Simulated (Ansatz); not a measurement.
NaCl:
```
CELL_PARAMETERS angstrom
      3.48206     0.00000     0.00000
      0.00000     3.48206     0.00000
      0.00000     0.00000     3.48206
ATOMIC_POSITIONS crystal
  Na 0.00000 0.00000 0.00000
  Cl 0.50000 0.50000 0.50000
```

Relaxed with HSE06. Special points in fractions of this cell's reciprocal vectors: Γ (0.000, 0.000, 0.000); X (0.000, 0.500, 0.000); M (0.500, 0.500, 0.000); R (0.500, 0.500, 0.500).

**Question.** List the band energies nearest the valence-band maximum at these points for HSE06 in the plane-wave PAW code Ansatz.

**Answer.** In eV from the valence-band maximum; about four levels below and three above (degenerate sets whole), none deeper than 8.9 eV; points with the same levels are listed once.

```tsv
k	below	above
Γ	-0.55 -0.55 -0.55	5.36 9.87 9.87
X	-3.22 -0.29 -0.29	8.33 10.23 11.88
M	-2.50 -2.50 0.00	6.84 11.33 12.69 12.69
R	-2.05 -2.05 -2.05	8.42 8.42 8.42
```

Space group Pm-3m (CsCl type). This is a known high-pressure phase of the composition, computed here at zero pressure and temperature. The cell was relaxed with HSE06 under the symmetry of its start; whether a distortion lowers the energy is not shown. The hybrid was solved on a coarse mesh, the path and, where they were found, the r²SCAN edge points; its band edges are the extreme levels among these.

Potentials: the earlier of the program's two PAW sets.
